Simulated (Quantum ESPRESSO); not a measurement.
Simulation results for MgAl₃N₃O (made-up cell)

Computed with Quantum ESPRESSO 7.5. Calculation on a made-up crystal cell, not a measurement, rerun at a higher cutoff and a denser mesh: periodic Kohn-Sham density functional theory in plane waves with PseudoDojo standard norm-conserving scalar-relativistic pseudopotentials, each functional with its own files (v0.5 for PBE, v0.4.1 for LDA and PBEsol), no spin polarisation, no spin-orbit coupling, atoms not relaxed, stress positive in tension, energies less a fixed whole-eV offset for each atom's element; levels are Kohn-Sham levels at fractions of this cell's reciprocal vectors, counted from the reference band (half the neutral cell's valence electrons, rounded up) at Gamma; error bars give the change to or from the runs named with them, not the error of the files; each bar is the largest change over components, and at least 0.002 eV, 0.002 eV per angstrom or 0.02 GPa; energies are for the whole cell, and the offsets were chosen from early runs and are not element reference energies; machines and their load varied, so run times do not measure scaling.

```yaml
- formula: MgAl3N3O
  kind: "made-up cell"
  structure:
    cell_angstrom: [[3.9918, 0.0, 0.0], [0.0, 3.9918, 0.0], [0.0, 0.0, 4.0942]]
    atoms_fractional:
      - [Al, -0.01668, -0.01112, -0.00982]
      - [Al, -0.00411, 0.50674, 0.51189]
      - [Mg, 0.51047, -0.00892, 0.48295]
      - [Al, 0.5254, 0.49041, -0.01729]
      - ["N", 0.501, -0.00281, 0.0225]
      - [O, 0.53758, 0.51288, 0.52054]
      - ["N", 1.01192, -0.02688, 0.49406]
      - ["N", 0.99354, 0.52483, -0.00525]
  given:
    lattice_type: rocksalt
    functional: pbe
    "cutoff [eV]": 1437
    "fermi_dirac_smearing [eV]": 0.025
    "scf_tolerance [eV]": 1.0e-07
    electrons_removed: 0
    run_command: "pw.x -nk 1 -in in"
    run_processor: "AMD EPYC, Zen 5 class, virtual cores"
    k_mesh: "7 x 7 x 6, shifted by half a step"
    atom_site: [1, 2, 3, 4, 5, 6, 7, 8]
    "atom_energy_offset [eV]": [-64, -64, -1617, -64, -283, -452, -283, -283]
  results:
    "free_energy_less_offsets [eV]": -0.4648
    scf_iterations: 10
    "smearing_term_minus_ts [eV]": 0.0
    "pressure [GPa]": 24.35
    "stress_xx [GPa]": -31.17
    "stress_yy [GPa]": -18.6
    "stress_zz [GPa]": -23.29
    "stress_yz [GPa]": 0.64
    "stress_xz [GPa]": -0.5693
    "stress_xy [GPa]": -0.6746
    force_site: [1, 2, 3, 4, 5, 6, 7, 8]
    "force_x [eV/angstrom]": [1.588, 1.24, -0.4669, -1.952, -0.2158, -1.677, -0.09241, 1.576]
    "force_y [eV/angstrom]": [1.302, -1.054, 0.9654, 0.2706, 0.7228, -1.865, 2.579, -2.921]
    "force_z [eV/angstrom]": [0.5237, -0.9147, 1.906, 0.7972, -2.869, -0.4526, 0.581, 0.4281]
    reference_band: 20
    level_k_point: [Gamma, "(1/2,1/2,1/2)", "(0.15,0,0)", "(0,0.15,0)", "(0,0,0.15)"]
    "next_band_up [eV]": [3.28, 4.066, 3.749, 3.768, 3.718]
    "error_bar_energy [eV]": 0.002661
    "error_bar_stress [GPa]": 0.02
    "error_bar_force [eV/angstrom]": 0.006149
    "error_bar_next_band_up [eV]": 0.002
    error_bars_from: "change from the looser run of this cell"
    "wall_time_of_scf_and_band_steps_on_a_shared_machine [s]": 585.1
```
